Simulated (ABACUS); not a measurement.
Consider a self-consistent single point of ZnS (P6_3mc, 4 atoms in the cell; from Materials Project mp-560588, changed as shown).

```xyz
4
Lattice="3.9118 0.0000 0.0000 -1.9559 3.3878 0.0000 0.0000 0.0000 6.4118" Properties=species:S:1:pos:R:3 pbc="T T T"
Zn     0.0000     2.2585     0.0009
Zn     1.9559     1.1292     3.2068
S      0.0000     2.2585     2.4035
S      1.9559     1.1292     5.6094
```

All values come from this method and carry its errors: ABACUS with PBE, numerical atomic orbitals TZDP (confined pseudo-atomic orbitals with Gaussian additions; energy shift 0.003 Ry), PseudoDojo 0.5 standard norm-conserving PBE (tails mended) pseudopotentials.

ABACUS settings:

```
setting                                                               value
---------------  ----------------------------------------------------------
basis                 TZDP numerical atomic orbitals, energy shift 0.003 Ry
KPT                                                       Gamma 8 8 4 0 0 0
basis_type                                                             lcao
dft_functional                                                          PBE
ecutwfc                                                              100 Ry
smearing_method                                                       fixed
potentials       PseudoDojo 0.5 standard norm-conserving PBE (tails mended)
symmetry                                                                  1
symmetry_prec                                                         1e-05
ks_solver                                                           genelpa
scf_nmax                                                                100
scf_thr                                                             1.0e-07
mixing_type                                                         broyden
mixing_beta                                                             0.7
```

Estimate, at this level of theory: gap on the k-point mesh and pressure.

The run gave:

- Gap on the k-point mesh: 1.97 eV
- Pressure: -2.47 GPa

The gap is read on the k-point mesh of the run and can differ from the gap over the whole zone at this level.

For comparison: a first run was changed to give this one (volume scaled by 1.02), and from it to this one the free energy rises by 5.0 meV/atom, the pressure goes from -1.29 to -2.47 GPa and the gap on the mesh goes from 2.062 to 1.969 eV.

The atom-centred basis is finite, which shifts total energies, pressures and gaps against plane waves. The structure comes from a collection of computed structures, made at another level of theory; the collection holds predicted forms beside known ones. Its lattice was then scaled.

Cost on one core: very roughly 23 core-seconds.

The atomic orbitals were generated for these runs; they are not ABACUS's published sets and were checked against plane waves on a few crystals only.

“Tails mended”: in these copies of the files the far tail of each local potential was reset to the Coulomb form.
